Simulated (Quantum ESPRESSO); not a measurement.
pw.x input (Quantum ESPRESSO 7.5; PBEsol, PseudoDojo standard norm-conserving files, scalar-relativistic):

```
&CONTROL
  calculation = 'scf'
  pseudo_dir = './pseudo'
  outdir = './out'
  tprnfor = .true.
  tstress = .true.
/
&SYSTEM
  ibrav = 0
  nat = 2
  ntyp = 2
  ecutwfc = 82.3
  ecutrho = 329.2
  occupations = 'smearing'
  smearing = 'fd'
  degauss = 0.002
  nbnd = 22
/
&ELECTRONS
  conv_thr = 2e-10
/
ATOMIC_SPECIES
Te 127.6000 Te.upf
Hg 200.5920 Hg.upf
CELL_PARAMETERS angstrom
  0.000000000000   3.254375617000   3.254375617000
  3.254375617000   0.000000000000   3.254375617000
  3.254375617000   3.254375617000   0.000000000000
ATOMIC_POSITIONS crystal
Te   0.750000000000   0.750000000000   0.750000000000
Hg   0.000000000000   0.000000000000   0.000000000000
K_POINTS automatic
8 8 8 0 0 0
```

End of the output:

```
     total energy              =    -542.34118924 Ry
     estimated scf accuracy    <       0.00000028 Ry
     total energy              =    -542.34118937 Ry
     estimated scf accuracy    <       0.00000005 Ry
     total energy              =    -542.34118938 Ry
     estimated scf accuracy    <       0.00000001 Ry
[...]
     the Fermi energy is     8.4100 ev
!    total energy              =    -542.34118939 Ry
     estimated scf accuracy    <          6.9E-11 Ry
     smearing contrib. (-TS)   =      -0.00001589 Ry
     internal energy E=F+TS    =    -542.34117349 Ry
     The total energy is F=E-TS. E is the sum of the following terms:
     one-electron contribution =    -318.22445902 Ry
     hartree contribution      =     165.62697957 Ry
     xc contribution           =    -103.48531746 Ry
     ewald contribution        =    -286.25837658 Ry
     convergence has been achieved in   8 iterations
     Forces acting on atoms (cartesian axes, Ry/au):
     atom    1 type  1   force =     0.00000000    0.00000000    0.00000000
     atom    2 type  2   force =     0.00000000   -0.00000000    0.00000000
     Total force =     0.000000     Total SCF correction =     0.000000
     Computing stress (Cartesian axis) and pressure
          total   stress  (Ry/bohr**3)                   (kbar)     P=       -0.55
  -0.00000375   0.00000000   0.00000000           -0.55        0.00        0.00
   0.00000000  -0.00000375   0.00000000            0.00       -0.55        0.00
   0.00000000   0.00000000  -0.00000375            0.00        0.00       -0.55
```

Spin-orbit coupling is not included.

Geometry relaxed with PBEsol.
